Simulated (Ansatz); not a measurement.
A relaxed cell of YbHRh3 is given with its symmetry left out. The cell was found from a structure generator's guess, not taken from experiment.

Method: DFT PBE, scalar-relativistic, plane waves, PAW in Ansatz 0.2.0. Cutoff 420 eV, Γ-centred mesh, Gaussian smearing, collinear spin.

```cif
data_structure
_symmetry_space_group_name_H-M 'P 1'
_symmetry_Int_Tables_number 1
_cell_length_a 4.9302
_cell_length_b 4.9302
_cell_length_c 4.9302
_cell_angle_alpha 90.000
_cell_angle_beta 90.000
_cell_angle_gamma 90.000
_cell_volume 119.84
loop_
_atom_site_label
_atom_site_type_symbol
_atom_site_fract_x
_atom_site_fract_y
_atom_site_fract_z
_atom_site_occupancy
Yb1 Yb 0.00000 0.00000 0.00000 1
H1 H 0.50000 0.50000 0.50000 1
Rh1 Rh 0.50000 0.00000 0.00000 1
Rh2 Rh 0.00000 0.50000 0.00000 1
Rh3 Rh 0.00000 0.00000 0.50000 1
```

Energies over the elements count from the elements' standard structures at the same level (H₂ as a molecule), with no fitted energy shifts.

Problem. What space group does it have?

Solution. Pm-3m (No. 221), the antiperovskite type. Conventional cell: a = 4.930 Å. Yb is surrounded by 6 Rh at 2.47 Å; H is surrounded by 12 Rh at 3.49 Å (long contacts); Rh has 2 Yb at 2.47 Å, 4 H at 3.49 Å and 8 Rh at 3.49 Å.

Problem. What is its formation energy per atom?

Solution. +2.00 eV/atom. The separate elements lie lower, so it is unstable against them.

Problem. Is it a metal?

Solution. Yes, bands cross the Fermi level on the 8×8×8 mesh.

Problem. Which magnetic moments does it keep?

Solution. 0.75 μB per atom net, the space between the atoms included; by site: Yb 0.6; H 0.5; Rh 0.9 (×3) μB.

The last run used collinear spin, an 8×8×8 mesh for its 5-atom cell and Gaussian smearing of 0.10 eV. With hydrogen, zero-point motion can shift formation energies by some tens of meV/atom. The 4f shell of Yb is treated without a Hubbard U. The magnetic state reached may not be the lowest. Symmetry constrained the relaxation, so the result can be a saddle point.
